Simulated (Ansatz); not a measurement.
Relaxed-ion elastic tensor of MoRh in space group P-6m2 (No. 187; Mo on 1b, Rh on 1c) in GPa (Voigt order), LDA (plane waves, PAW; program Ansatz); density 11.76 g/cm³, 14.03 Å³ per atom.

```
 440   259   197   0.0   0.0   0.0
 259   440   197   0.0   0.0   0.0
 197   197   566   0.0   0.0   0.0
 0.0   0.0   0.0   149   0.0   0.0
 0.0   0.0   0.0   0.0   149   0.0
 0.0   0.0   0.0   0.0   0.0  90.6
```

### Question
Is the crystal mechanically stable?

### Answer
Yes: the smallest eigenvalue of C is 90.6 GPa.

### Question
Work out the Voigt, Reuss and Hill averages.

### Answer
K_V = 306, K_R = 305, K_H = 305; G_V = 131, G_R = 121, G_H = 126 GPa.

### Question
Give Young's modulus, Poisson's ratio, Pugh's ratio and the universal anisotropy index.

### Answer
E = 9KG/(3K + G) = 332 GPa; ν = 0.32; K/G = 2.43 (ductile by the Pugh limit of 1.75); A_U = 5G_V/G_R + K_V/K_R − 6 = 0.39.

### Question
Estimate the sound speeds and the Debye temperature.

### Answer
v_l = √((K + 4G/3)/ρ) = 6340 m/s, v_t = √(G/ρ) = 3270 m/s, mean 3660 m/s; Θ = (h/k)(3n/4πV)^(1/3) v_m = 452 K.

### Question
Solve the Christoffel equation for the three sound speeds along x, y, z.

### Answer
Eigenvalues of C_ijkl n_j n_l equal ρv². In km/s, slowest first: x 2.77, 3.56, 6.11; y 2.77, 3.56, 6.11; z 3.56, 3.56, 6.94.

### Question
How much does each axis shrink under pressure?

### Answer
Linear compressibilities β_i = Σ_j S_ij (j = 1 to 3): x 1.2, y 1.2, z 0.96 per TPa.

The workflow started from a Materials Project entry (that database holds measured and hypothetical structures alike); the Crystallography Open Database copy checked does not list it. With Mo and Rh taken as one species the cell has the higher symmetry P6_3/mmc, so it may be an ordered model of a mixed-site phase. Its standing as an ambient phase is unchecked. The cell was relaxed with LDA under the symmetry of its start; its stability against distortions is not shown here. No spin polarisation was allowed. As this level gives no gap, shear constants depend on the k-mesh and smearing (Fermi–Dirac, 0.1 eV here). On the denser mesh and wider smearing of the elastic run this cell carries a stress of 0.4 GPa.

Potentials: the later of the program's two PAW sets.
